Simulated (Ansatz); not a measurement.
Trial structure of CuSn₂As₃, not yet relaxed:

```cif
data_structure
_symmetry_space_group_name_H-M 'R-3m:H'
_symmetry_Int_Tables_number 166
_cell_length_a 5.9910
_cell_length_b 5.9910
_cell_length_c 14.2888
_cell_angle_alpha 90.000
_cell_angle_beta 90.000
_cell_angle_gamma 120.000
_cell_volume 444.15
loop_
_atom_site_label
_atom_site_type_symbol
_atom_site_symmetry_multiplicity
_atom_site_Wyckoff_symbol
_atom_site_fract_x
_atom_site_fract_y
_atom_site_fract_z
_atom_site_occupancy
Cu1 Cu 3 a 0.00000 0.00000 0.00000 1
Sn1 Sn 6 c 0.33333 0.66667 0.29307 1
As1 As 9 d 0.83333 0.16667 0.16667 1
```

Theory: DFT PBE, scalar-relativistic, plane waves, PAW in Ansatz 0.2.0. Cutoff 420 eV; k points 6×6×6 on the computed 6-atom cell (Γ-centred); Gaussian smearing, width 0.10 eV; no spin polarisation.

Energies over the elements count from the elements' standard structures at the same level, with no fitted energy shifts. The references include grey tin.

Problem. How far from equilibrium is it?

Solution. The pressure is -7.3 GPa (the mean over three directions, positive in compression), the largest force is 0.18 eV/Å, and the energy is +0.36 eV/atom against the elements. The shortest distance is 2.94 Å.

Problem. How much does it gain on relaxing, and where does it end?

Solution. Relaxing gains about 0.11 eV/atom (the start's value is from the coarse mesh, so the gain is rough) in 17 ionic steps and ends at +0.25 eV/atom on the finer mesh. The symmetry stays R-3m (No. 166). The volume per atom shrinks by 12.7 %, from 24.7 to 21.5 Å³. The shortest distance goes from 2.94 Å (Cu–As) to 2.67 Å (Cu–As). The ratio c/a of the conventional cell changes by a factor of 0.82. Conventional cell: a = 6.108 Å, c = 12.003 Å. Around Cu lie 6 As at 2.67 Å and 6 Sn at 3.55 Å; around Sn lie 3 As at 2.99 Å, 1 Sn at 3.18 Å, 6 As at 3.44 Å, 3 Cu at 3.55 Å and 3 Sn at 3.62 Å; As is surrounded by 2 Cu at 2.67 Å, 2 Sn at 2.99 Å, 4 As at 3.05 Å and 4 Sn at 3.44 Å.

The last run used a 12×12×12 mesh for its 6-atom cell and Gaussian smearing of 0.10 eV. The reference form of As is held partly by dispersion forces, which this level lacks. The relaxation can't lower the symmetry of the start. A structure relaxed within its symmetry needn't be a true minimum.
